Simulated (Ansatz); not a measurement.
Al₂O₃:
```
CELL_PARAMETERS angstrom
      2.40433     1.38814     4.37457
     -2.40433     1.38814     4.37457
      0.00000    -2.77629     4.37457
ATOMIC_POSITIONS crystal
  Al 0.35214 0.35214 0.35214
  Al 0.14786 0.14786 0.14786
  Al 0.64786 0.64786 0.64786
  Al 0.85214 0.85214 0.85214
  O  0.55617 0.94383 0.25000
  O  0.25000 0.55617 0.94383
  O  0.94383 0.25000 0.55617
  O  0.44383 0.05617 0.75000
  O  0.75000 0.44383 0.05617
  O  0.05617 0.75000 0.44383
```

Relaxed with PBE.

Problem. Give the optical modes at the zone centre with their infrared and Raman activity from DFPT, PBE in the plane-wave PAW code Ansatz.

Solution. Transverse frequencies, without the LO–TO term; a row sums one degenerate level.

```tsv
ω (cm⁻¹)	degeneracy	IR ((D/Å)²/amu)	Raman (Å⁴/amu)	activity	symmetry
285	1	0.00	0	silent	A2g
359	2	0.00	0.47	Raman	Eg
363	2	2.41	0	IR	Eu
374	1	42.95	0	IR	A2u
394	1	0.00	2.0	Raman	A1g
406	2	0.00	0.24	Raman	Eg
414	2	43.90	0	IR	Eu
425	2	0.00	0.10	Raman	Eg
511	1	0.00	0	silent	A2g
537	2	80.27	0	IR	Eu
549	1	22.16	0	IR	A2u
550	2	0.00	0.15	Raman	Eg
577	1	0.00	0	silent	A1u
601	2	4.83	0	IR	Eu
609	1	0.00	1.0	Raman	A1g
663	1	0.00	0	silent	A1u
712	2	0.00	1.9	Raman	Eg
718	1	0.00	0	silent	A2g
```

Problem. How high does the top mode go among those that the LO–TO term moves?

Solution. 862 cm⁻¹ for q along x, 862 cm⁻¹ for q along y, 834 cm⁻¹ for q along z.

Space group R-3c (corundum). The cell was relaxed with PBE under the symmetry of its start.

Potentials: the later of the program's two PAW sets.
